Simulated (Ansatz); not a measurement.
ZnCu:
```cif
data_Cu8Zn8
_chemical_formula_sum 'Cu8 Zn8'
_space_group_name_H-M_alt 'Fd-3m :1'
_space_group_IT_number 227
_space_group_name_Hall 'F 4d 2 3 -1d'
_cell_length_a 5.93241
_cell_length_b 5.93241
_cell_length_c 5.93241
_cell_angle_alpha 90.000
_cell_angle_beta 90.000
_cell_angle_gamma 90.000
loop_
_atom_site_label
_atom_site_type_symbol
_atom_site_symmetry_multiplicity
_atom_site_Wyckoff_symbol
_atom_site_fract_x
_atom_site_fract_y
_atom_site_fract_z
_atom_site_occupancy
Cu1 Cu 8 b 0.50000 0.50000 0.50000 1
Zn1 Zn 8 a 0.00000 0.00000 0.00000 1
```
(The calculation used a cell of 4 atoms; values per cell refer to that cell.)

Relaxed with PBE.

**Question.** Which orbitals make up the states near the Fermi level in PBE (plane waves, PAW; program Ansatz)?

**Answer.** Within 0.5 eV of the Fermi level: Zn 4s 20 %, Cu 4s 16 %, Cu 3d 16 %, outside the projected shells 47 %. Projections are on Löwdin-orthogonalised atomic valence shells; empty p or d shells of many metals are not among them.

**Question.** Tabulate the density of states.

**Answer.** States/eV per cell of 4 atoms, in 0.25 eV bins, energy from the Fermi level.

| E (eV) | total | Cu 3d | Zn 3d | Zn 4s |
|---|---|---|---|---|
| -7.85 | 25.06 | 0.40 | 23.67 | 0.74 |
| -7.60 | 14.87 | 0.27 | 14.11 | 0.24 |
| -7.35 | 13.42 | 0.16 | 12.85 | 0.13 |
| -7.10 | 17.11 | 0.11 | 16.70 | 0.08 |
| -6.85 | 4.45 | 0.04 | 3.95 | 0.19 |
| -6.60 | 1.06 | 0.05 | 0.48 | 0.25 |
| -6.35 | 0.94 | 0.08 | 0.32 | 0.32 |
| -6.10 | 1.09 | 0.13 | 0.29 | 0.46 |
| -5.85 | 1.05 | 0.18 | 0.20 | 0.45 |
| -5.60 | 0.91 | 0.21 | 0.12 | 0.34 |
| -5.35 | 1.55 | 0.48 | 0.16 | 0.59 |
| -5.10 | 1.11 | 0.43 | 0.09 | 0.39 |
| -4.85 | 0.99 | 0.48 | 0.07 | 0.29 |
| -4.60 | 1.52 | 0.76 | 0.09 | 0.25 |
| -4.35 | 2.25 | 1.31 | 0.10 | 0.24 |
| -4.10 | 2.88 | 2.10 | 0.10 | 0.18 |
| -3.85 | 6.93 | 6.00 | 0.12 | 0.11 |
| -3.60 | 5.90 | 5.27 | 0.09 | 0.06 |
| -3.35 | 19.59 | 18.28 | 0.37 | 0.28 |
| -3.10 | 5.06 | 4.75 | 0.09 | 0.03 |
| -2.85 | 9.94 | 9.35 | 0.16 | 0.09 |
| -2.60 | 9.04 | 8.58 | 0.07 | 0.15 |
| -2.35 | 13.06 | 12.59 | 0.05 | 0.13 |
| -2.10 | 3.15 | 2.40 | 0.03 | 0.17 |
| -1.85 | 2.08 | 1.21 | 0.02 | 0.24 |
| -1.60 | 1.77 | 0.82 | 0.02 | 0.26 |
| -1.35 | 1.57 | 0.60 | 0.02 | 0.27 |
| -1.10 | 1.44 | 0.46 | 0.02 | 0.27 |
| -0.85 | 1.33 | 0.36 | 0.02 | 0.26 |
| -0.60 | 1.23 | 0.28 | 0.01 | 0.24 |
| -0.35 | 1.16 | 0.22 | 0.01 | 0.23 |
| -0.10 | 1.06 | 0.17 | 0.01 | 0.21 |
| 0.15 | 1.00 | 0.14 | 0.01 | 0.19 |
| 0.40 | 0.91 | 0.11 | 0.01 | 0.17 |
| 0.65 | 0.84 | 0.09 | 0.01 | 0.16 |
| 0.90 | 0.78 | 0.07 | 0.01 | 0.14 |
| 1.15 | 0.70 | 0.05 | 0.00 | 0.12 |
| 1.40 | 0.64 | 0.04 | 0.00 | 0.11 |
| 1.65 | 0.57 | 0.03 | 0.00 | 0.10 |
| 1.90 | 0.80 | 0.05 | 0.01 | 0.20 |
| 2.15 | 1.26 | 0.09 | 0.01 | 0.37 |
| 2.40 | 1.33 | 0.08 | 0.01 | 0.39 |
| 2.65 | 1.40 | 0.07 | 0.01 | 0.39 |
| 2.90 | 1.52 | 0.06 | 0.01 | 0.40 |
| 3.15 | 1.63 | 0.05 | 0.01 | 0.42 |
| 3.40 | 1.37 | 0.04 | 0.01 | 0.30 |
| 3.65 | 1.34 | 0.03 | 0.01 | 0.24 |
| 3.90 | 1.23 | 0.03 | 0.01 | 0.19 |
| 4.15 | 1.28 | 0.02 | 0.00 | 0.17 |
| 4.40 | 1.21 | 0.02 | 0.00 | 0.12 |
| 4.65 | 1.44 | 0.02 | 0.00 | 0.12 |

The start of the workflow was typed in or built on a structure type; neither database checked (COD, Materials Project) lists it. It is not the phase usual at ambient conditions (space group No. 221). Symmetry was held in the PBE relaxation; whether a distortion lowers the energy is not shown. No spin polarisation was allowed.

Potentials: the earlier of the program's two PAW sets.
